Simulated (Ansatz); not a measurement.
Here is an unrelaxed guess for ZrSc₃F₂.

```
Zr Sc F
1.0
     5.54889    0.00000    0.00000
    -2.77445    4.80548    0.00000
     0.00000    0.00000    3.37882
Zr Sc F
1 3 2
Cartesian
  0.0000 0.0000 0.0000
  2.7744 0.0000 1.6894
  1.3872 2.4027 1.6894
  -1.3872 2.4027 1.6894
  0.0000 3.2037 0.0000
  2.7744 1.6018 0.0000
```

The calculation used DFT PBE, scalar-relativistic, plane waves, PAW in Ansatz 0.2.0. Settings: cutoff 420 eV, Γ-centred mesh 6×6×6 on the computed 6-atom cell, Gaussian smearing of 0.10 eV; no spin polarisation.

Energies over the elements count from the elements' standard structures at the same level (F₂ as a molecule), with no fitted energy shifts.

**Question.** What does a single point on this coarse mesh give?

**Answer.** The pressure is 16.6 GPa (the mean over three directions, positive in compression), the largest force is 0.00 eV/Å (symmetry fixes the atoms), and the energy is −0.75 eV/atom against the elements. The shortest distance is 2.33 Å.

**Question.** How much does it gain on relaxing, and where does it end?

**Answer.** Relaxing gains about 0.43 eV/atom (the start's value is from the coarse mesh, so the gain is rough) in 16 ionic steps and ends at −1.19 eV/atom on the finer mesh. The symmetry stays P6/mmm (No. 191). The volume per atom grows by 16.4 %, from 15.0 to 17.5 Å³. The shortest distance goes from 2.33 Å (Sc–F) to 2.36 Å (Sc–F). The ratio c/a of the conventional cell changes by a factor of 0.69. Conventional cell: a = 6.602 Å, c = 2.779 Å. Around Zr lie 2 Zr at 2.78 Å and 12 Sc at 3.58 Å; Sc has 4 F at 2.36 Å, 2 Sc at 2.78 Å, 4 Sc at 3.30 Å and 4 Zr at 3.58 Å; F has 6 Sc at 2.36 Å and 2 F at 2.78 Å.

The last run used collinear spin, a 6×6×14 mesh (in the run's order of axes) for its 6-atom cell and Gaussian smearing of 0.10 eV. The magnetic state reached may not be the lowest. The relaxation can't lower the symmetry of the start. Symmetry constrained the relaxation, so the result can be a saddle point. Another cell of ZrSc3F2 relaxed alike but without spin, in P4mm, lies 0.32 eV/atom lower, so this cell isn't the stable form at this level.
